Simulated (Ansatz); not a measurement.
Consider the following.

Relaxed MgS (rock salt):

```xyz
2
Lattice="0.0000 2.6026 2.6026 2.6026 0.0000 2.6026 2.6026 2.6026 0.0000" Properties=species:S:1:pos:R:3 pbc="T T T"
S      0.0000     0.0000     0.0000
Mg     2.6026     2.6026     2.6026
```

In this cell atom 2 (Mg, nearest neighbour S at 2.603 Å; its periodic images, 3.7 Å or more away, move with it) is moved by s towards the nearest neighbour, unit vector (-1.000, 0.000, 0.000); all other atoms and the cell stay fixed.

Level of theory: r2SCAN (plane waves to 500 eV, PAW, scalar-relativistic; Ansatz, an electronic-structure program). k mesh 9×9×9 (Γ-centred), Fermi-Dirac smearing 0.05 eV. Energies are smeared free energies. MgS was relaxed with its symmetry unable to fall. The PAW data are Ansatz's earlier set. The zero of ΔE is the undisplaced structure.

The scan covers s from -0.260 to 0.260 Å in 11 points.

Problem. Is the energy the same for equal positive and negative displacements?

Solution. Even: the same for both signs. With its periodic images moving along, the atom's site symmetry in this cell is m-3m.

Problem. What is the energy change at s = 0.260 Å?

Solution. 116.5 meV/cell.

Problem. What force acts on the atom along the line at s = -0.260 Å?

Solution. 1.05 eV/Å.

Problem. What is the force constant k = d²E/ds² of this move at s = 0?

Solution. 2.86 eV/Å².

Problem. With two atoms in the cell this is the zone-centre optical mode. What wavenumber follows (transverse: no LO-TO term)?

Solution. 237 cm⁻¹.

(A displaced cell: forces are minus the slopes of the energy, force constants its curvatures, and phonons follow from these.)
